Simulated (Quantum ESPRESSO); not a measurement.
**Kohn-Sham bands of ZnO (wurtzite)**

```
ZnO
1.0
    3.23735     0.00000     0.00000
   -1.61867     2.80363     0.00000
    0.00000     0.00000     5.22206
Zn O
2 2
Direct
  0.66667   0.33333   0.50059
  0.33333   0.66667   0.00059
  0.66667   0.33333   0.87972
  0.33333   0.66667   0.37972
```

Cell from Materials Project (mp-2133), symmetrised, no further relaxation. COD (Crystallography Open Database) has the formula in 2 space groups, this one among them (matched by group alone). Level: PBEsol, no spin polarisation, no spin-orbit coupling; pw.x of Quantum ESPRESSO at 68 Ry with PseudoDojo potentials, 12×12×4 k-points, Wannier90. Density: 12×12×6 mesh, Gaussian smearing 0.01 Ry.

Q: List the Kohn-Sham levels between −8 and 3.8 eV relative to the valence-band maximum at the high-symmetry points, as a band run of pw.x on that density gives them (levels within 2 meV counted together).

A: 
```
point  k (reciprocal lattice)                                                                                                     levels (eV)
-----  ----------------------  --------------------------------------------------------------------------------------------------------------
Γ           0.000 0.000 0.000         -5.76 (×2), -5.71, -5.69, -5.56 (×2), -4.58 (×2), -4.37 (×2), -4.08, -0.80 (×2), -0.09, 0.00 (×2), 0.76
M           0.500 0.000 0.000  -5.99, -5.79, -5.50, -5.12, -5.10, -4.96, -4.55, -4.41, -4.32, -4.24, -3.76, -3.58, -2.86, -2.28, -1.31, -0.84
K           0.333 0.333 0.000            -5.81, -5.40 (×2), -5.05, -4.76 (×2), -4.66, -4.52, -4.48 (×2), -3.79, -3.56 (×2), -1.94 (×2), -1.75
A           0.000 0.000 0.500                                           -5.97 (×2), -5.69 (×4), -4.45 (×4), -2.27 (×2), -0.39 (×4), 3.43 (×2)
L           0.500 0.000 0.500                  -6.17 (×2), -5.27 (×2), -5.20 (×2), -4.38 (×2), -4.29 (×2), -3.80 (×2), -1.52 (×2), -1.39 (×2)
H           0.333 0.333 0.500                  -5.78 (×2), -5.55 (×2), -4.99 (×2), -4.58 (×2), -4.04 (×2), -3.75 (×2), -2.73 (×2), -1.26 (×2)
```
